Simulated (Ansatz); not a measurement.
Ansatz (an electronic-structure program) input:

Ansatz 0.2 input:
```yaml
crystal:
  lattice:
    - [4.5603560993, 0.0, 0.0]
    - [-2.2801780496, 3.9493842323, 0.0]
    - [0.0, 0.0, 7.4514918613]
  atoms:
    - { symbol: Ag, position: [0.3333333333, 0.6666666667, 0.0023982894] }
    - { symbol: Ag, position: [0.6666666667, 0.3333333333, 0.5023982894] }
    - { symbol: I, position: [0.3333333333, 0.6666666667, 0.3775017106] }
    - { symbol: I, position: [0.6666666667, 0.3333333333, 0.8775017106] }
kpoints:
  mp_grid: { grid: [6, 6, 3] }
  band_path:
    path:
      - [[0.0, 0.0, 0.0], [0.5, 0.0, 0.0], [0.3333333333, 0.3333333333, 0.0], [0.0, 0.0, 0.0], [0.0, 0.0, 0.5], [0.5, 0.0, 0.5], [0.3333333333, 0.3333333333, 0.5], [0.0, 0.0, 0.5]]  # Γ-M-K-Γ-A-L-H-A
      - [[0.5, 0.0, 0.5], [0.5, 0.0, 0.0]]  # L-M
      - [[0.3333333333, 0.3333333333, 0.5], [0.3333333333, 0.3333333333, 0.0]]  # H-K
      - [VBM, CBM]
    npoints: 8
basis: { xc_grid: 2 }
hamiltonian:
  xc: pbesol
  pseudopotentials: { azcp: { folder: ./paw }, kind: paw_fr }
magnetization: { noncollinear: true, spin_orbit: true }
scf:
  n_extra_bands: 12
  convergence: { dr2_threshold: 0.0000000001 }
  occupations: { method: gaussian, width: 0.01 }
checkpoint: { write: soc.run }
output: { eigenvalues: true }
```

Output (shortened):

```
Pseudopotential: Ag, paw, valence charge 19
Pseudopotential: I, paw, valence charge 17
Functional definition: PBEsol
non-collinear run that drives no moment, with spin-orbit …
Crystal: 4 atoms, lattice volume = 134.206 Å³
Basis set: ecut = 420 eV, 2647 PW (Γ), exchange–correlation on 64×64×100 points (8 copies of the dense FFT grid, shifted against one another)
Bands: 84, of which v1, the nominal top of the filled ones, is band 72 counted from 1 (71 counted from 0)
Symmetry: 12 space group operations + 12 with time reversal
k-points: 14 of 108 (time reversal used)
Projection manifold: j_resolved (fully-relativistic pseudo-atomic orbitals)
SCF iter   1: F=—  HF=-29922.173274 eV  |F-HF|=—  |Δ(HF+E_count)|=         —  Δρ=4.47e-2  dr2=4.40e0  dr2_m=0.00e0 (ungated)  ethr=3.10e-3  |M|=0.00e0 ∫|m|=0.00e0 μB  |m|>n=0.0e0 m-floor=0.0e0 τ_xc=0.0e0  β_m=0.30  ⟨swp⟩=9.6  Hψ=6030  notcnv=0  defer=3
preconditioner: auto → Resta (q_TF=auto, 2.459 Å⁻¹)
spin=Noncollinear: Resta preconditioning applied to the charge; magnetization (m_x, m_y, m_z) channels mix plain (no charge-response kernel on spin).
SCF iter   2: F=—  HF=-29921.124576 eV  |F-HF|=—  |Δ(HF+E_count)|=    1.05e0  Δρ=2.29e-2  dr2=1.43e0  dr2_m=0.00e0 (ungated)  ethr=3.10e-3  |M|=0.00e0 ∫|m|=0.00e0 μB  |m|>n=0.0e0 m-floor=0.0e0 τ_xc=0.0e0  β_m=0.47  ⟨swp⟩=2.9  Hψ=1775  notcnv=0  defer=88
SCF iter   3: F=—  HF=-29920.689955 eV  |F-HF|=—  |Δ(HF+E_count)|=   4.35e-1  Δρ=6.79e-3  dr2=5.92e-2  dr2_m=0.00e0 (ungated)  ethr=1.99e-3  |M|=0.00e0 ∫|m|=0.00e0 μB  |m|>n=0.0e0 m-floor=0.0e0 τ_xc=0.0e0  β_m=0.64  ⟨swp⟩=3.0  Hψ=1741  notcnv=0  defer=88
SCF iter   4: F=—  HF=-29920.690596 eV  |F-HF|=—  |Δ(HF+E_count)|=   6.40e-4  Δρ=1.44e-3  dr2=4.72e-3  dr2_m=0.00e0 (ungated)  ethr=8.23e-5  |M|=0.00e0 ∫|m|=0.00e0 μB  |m|>n=0.0e0 m-floor=0.0e0 τ_xc=0.0e0  β_m=0.74  ⟨swp⟩=3.0  Hψ=2467  notcnv=0  defer=88
SCF iter   5: F=—  HF=-29920.691722 eV  |F-HF|=—  |Δ(HF+E_count)|=   1.13e-3  Δρ=7.96e-4  dr2=1.49e-3  dr2_m=0.00e0 (ungated)  ethr=6.55e-6  |M|=0.00e0 ∫|m|=0.00e0 μB  |m|>n=0.0e0 m-floor=0.0e0 τ_xc=0.0e0  β_m=0.83  ⟨swp⟩=3.0  Hψ=2027  notcnv=0  defer=88
SCF iter   6: F=—  HF=-29920.691825 eV  |F-HF|=—  |Δ(HF+E_count)|=   1.03e-4  Δρ=2.35e-4  dr2=1.59e-4  dr2_m=0.00e0 (ungated)  ethr=2.07e-6  |M|=0.00e0 ∫|m|=0.00e0 μB  |m|>n=0.0e0 m-floor=0.0e0 τ_xc=0.0e0  β_m=0.92  ⟨swp⟩=2.0  Hψ=1666  notcnv=0  defer=88
SCF iter   7: F=—  HF=-29920.692001 eV  |F-HF|=—  |Δ(HF+E_count)|=   1.75e-4  Δρ=5.74e-5  dr2=6.41e-6  dr2_m=0.00e0 (ungated)  ethr=2.20e-7  |M|=0.00e0 ∫|m|=0.00e0 μB  |m|>n=0.0e0 m-floor=0.0e0 τ_xc=0.0e0  β_m=0.96  ⟨swp⟩=2.0  Hψ=1669  notcnv=0  defer=88
SCF iter   8: F=—  HF=-29920.692025 eV  |F-HF|=—  |Δ(HF+E_count)|=   2.42e-5  Δρ=1.33e-5  dr2=3.54e-7  dr2_m=0.00e0 (ungated)  ethr=8.91e-9  |M|=0.00e0 ∫|m|=0.00e0 μB  |m|>n=0.0e0 m-floor=0.0e0 τ_xc=0.0e0  β_m=0.98  ⟨swp⟩=2.0  Hψ=1881  notcnv=0  defer=88
SCF iter  12: F=-29920.692026 eV  HF=-29920.692026 eV  |F-HF|=2.55e-11  |Δ(HF+E_count)|=  2.36e-10  Δρ=6.61e-8  dr2=1.05e-11  dr2_m=0.00e0 (ungated)  ethr=1.00e-12  |M|=0.00e0 ∫|m|=0.00e0 μB  |m|>n=0.0e0 m-floor=0.0e0 τ_xc=0.0e0  ⟨swp⟩=11.4  Hψ=4035  notcnv=0
SCF 1 converged in 12 iterations: F = -29920.692026 eV  dr2 = 1.05e-11
NSCF: frozen V_eff on 28 k-points
NSCF: frozen V_eff on 28 k-points
NSCF: frozen V_eff on 2 k-points
NSCF: frozen V_eff on 3 k-points
NSCF: frozen V_eff on 3 k-points
NSCF: frozen V_eff on 3 k-points
NSCF: frozen V_eff on 3 k-points
NSCF: frozen V_eff on 3 k-points
NSCF: frozen V_eff on 84 k-points
SCF converged after 12 iterations
Magnetization: |M| = 0.0000 μB,  M = (+0.0000, +0.0000, +0.0000) μB
Absolute magnetization: 0.0000 μB (∫|m|)
  site 0: m = (+0.0000, +0.0000, +0.0000) μB, |m| = 0.0000 μB  (R = 1.15 Å)
  site 1: m = (+0.0000, +0.0000, +0.0000) μB, |m| = 0.0000 μB  (R = 1.15 Å)
  site 2: m = (+0.0000, +0.0000, +0.0000) μB, |m| = 0.0000 μB  (R = 1.15 Å)
  site 3: m = (+0.0000, +0.0000, +0.0000) μB, |m| = 0.0000 μB  (R = 1.15 Å)
Free energy (F): -29920.692026 eV
Harris-Foulkes:  -29920.692026 eV  (|F-HF|=2.55e-11)
Internal energy: -29920.692026 eV  (E = F + TS)
E sigma→0 (E₀):  -29920.692026 eV
Fermi energy:    7.742082 eV
--- Per-component energies (eV) ---
  E_band       = -1550.946959
  E_kinetic    = 1253.082816
  E_local      = -11094.627588  (includes V_loc(G=0)·N_el)
  E_nonlocal   = 310.501618
  E_hartree    = 5131.389173
  E_xc         = -526.838056
  E_vxc        = -618.728078  (∫ρ·V_xc dr)
  E_paw        = -17198.013965  (= ΣΔE_a)
  E_vpaw       = -1663.949781  (= ΣTr[D̂ρ^β])
  E_aug_tail   = -0.004153  (compensation charges beyond the density's cutoff)
  E_ewald      = -7797.663454
  E_core_change = 1.481582  (= ΣΔE_core)
  E_smearing   =  0.000000  (= −TS)
  E_closure    = 0.000000  (closes the sum)
  Σ components = -29920.692026   (vs F -29920.692026, Δ=0.00e0)
  [band-id]    e_kinetic+e_local+e_nonlocal+2·e_hartree+e_vxc+e_vpaw+e_augmentation_tail = -1550.946820   (vs E_band -1550.946959, Δ=1.39e-4)
--- Band table (eV; the first three rows and the last of 14) ---
  k-point 0: bands = ["-83.5508", "-83.5508", "-83.5508", "-83.5508", "-50.6371", "-50.6371", "-50.6371", "-50.6371", "-45.5241", "-45.5241", "-45.5241", "-45.5241", "-45.5241", "-45.5241", "-45.5240", "-45.5240", "-38.8241", "-38.8241", "-38.8239", …
  k-point 1: bands = ["-83.5508", "-83.5508", "-83.5508", "-83.5508", "-50.6371", "-50.6371", "-50.6371", "-50.6371", "-45.5241", "-45.5241", "-45.5241", "-45.5241", "-45.5241", "-45.5241", "-45.5240", "-45.5240", "-38.8240", "-38.8240", "-38.8239", …
  k-point 2: bands = ["-83.5508", "-83.5508", "-83.5508", "-83.5508", "-50.6371", "-50.6371", "-50.6371", "-50.6371", "-45.5241", "-45.5241", "-45.5241", "-45.5241", "-45.5241", "-45.5241", "-45.5240", "-45.5240", "-38.8241", "-38.8241", "-38.8239", …
  k-point 13: bands = ["-83.5508", "-83.5508", "-83.5508", "-83.5508", "-50.6371", "-50.6371", "-50.6371", "-50.6371", "-45.5242", "-45.5242", "-45.5242", "-45.5242", "-45.5240", "-45.5240", "-45.5240", "-45.5240", "-38.8241", "-38.8240", "-38.8239", …
```

Cost: about 6 core-minutes (a rough figure) on shared cores.

Space group P6_3mc (wurtzite). Symmetry was held in the PBEsol relaxation. No spin polarisation was allowed.

Potentials: the earlier of the program's two PAW sets. The files were generated under PBE; for other functionals the program regenerates the frozen cores, and for LDA and PBEsol the local potential too.

Ansatz is a plane-wave DFT program.
